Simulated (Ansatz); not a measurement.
# Strain response of MnNi3

These are results of DFT PBEsol, scalar-relativistic, plane waves, PAW in Ansatz 0.2.0, not measurements. (420 eV cutoff, 16×16×16 k-mesh, Gaussian smearing of 0.10 eV, collinear spin)

Starting point, cell and atoms relaxed:

```
CELL_PARAMETERS angstrom
3.50446 0.00000 0.00000
0.00000 3.50446 0.00000
0.00000 0.00000 3.50446
ATOMIC_POSITIONS crystal
Mn 0.00000 0.00000 0.00000
Ni 0.00000 0.50000 0.50000
Ni 0.50000 0.00000 0.50000
Ni 0.50000 0.50000 0.00000
```

Deformation: all cell vectors scaled alike, the atoms relaxed, all within the symmetry that the strain leaves. Energies are extrapolated to zero smearing.

```csv
strain (%),ΔE (meV/atom),a (Å),b (Å),c (Å),moment (μB/cell)
-3.0,63.7,3.399,3.399,3.399,4.10
-2.0,27.3,3.434,3.434,3.434,4.27
-1.0,6.6,3.469,3.469,3.469,4.42
+0.0,0.0,3.504,3.504,3.504,4.56
+1.0,6.0,3.539,3.539,3.539,4.69
+2.0,23.1,3.575,3.575,3.575,4.82
+3.0,49.8,3.610,3.610,3.610,4.95
```

Problem. What stiffness (1/V) d²E/dε² at zero strain does a cubic fit over all points give?

Solution. A cubic fit gives (1/V) d²E/dε² = 1878 GPa at zero strain (nine times the bulk modulus at fixed shape).

Cost: 7 runs of about 2.9 core-minutes in all, on AMD EPYC 9R45 (Zen 5) (shared hosts).